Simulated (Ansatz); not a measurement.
In:
```yaml
crystal:
  lattice:
    - [3.28227, 0.00000, 0.00000]
    - [-1.64113, 2.84253, 0.00000]
    - [0.00000, 0.00000, 11.11636]
  atoms:
    - { symbol: In, position: [0.00000, 0.00000, 0.00000] }
    - { symbol: In, position: [0.00000, 0.00000, 0.50000] }
    - { symbol: In, position: [0.33333, 0.66667, 0.25000] }
    - { symbol: In, position: [0.66667, 0.33333, 0.75000] }
```

Relaxed with r²SCAN+D4. Special points in fractions of this cell's reciprocal vectors: Γ (0.000, 0.000, 0.000); M (0.500, 0.000, 0.000); K (0.333, 0.333, 0.000); A (0.000, 0.000, 0.500); L (0.500, 0.000, 0.500); H (0.333, 0.333, 0.500).

Q: List the band energies nearest the Fermi level at these points for plane-wave PAW r²SCAN+D4 (Ansatz code).

A: In eV from the Fermi level; about four levels below and three above (degenerate sets whole), none deeper than 8.9 eV; points with the same levels are listed once.

```tsv
k	below	above
Γ	-8.76 -8.75 -4.97 -3.80	2.68 2.69 9.37 9.37
M	-3.57 -3.32 -3.10 -3.09	0.07 0.08 1.33
K	-1.09 -1.09 -1.01 -1.01	1.90 2.02 2.02
A	-6.98 -6.98 -1.11 -1.11	6.96 6.96 9.63 9.63 9.63 9.63
L	-1.81 -1.81 -1.36 -1.36	3.37 3.37 4.93 4.93
H	-1.76 -1.76 -0.11 -0.11	0.39 0.39 0.70 0.70
```

Space group P6_3/mmc (dhcp (α-La type)). The workflow started from a Materials Project entry (that database holds measured and hypothetical structures alike); the Crystallography Open Database copy checked does not list it. It is not the phase usual at ambient conditions (space group No. 139). The r²SCAN+D4 relaxation kept the symmetry of its start; its stability against distortions is not shown here. The pairwise dispersion correction was not fitted to metals. Scalar-relativistic: spin–orbit coupling is off unless named, which matters more the heavier the elements.

Potentials: the later of the program's two PAW sets.
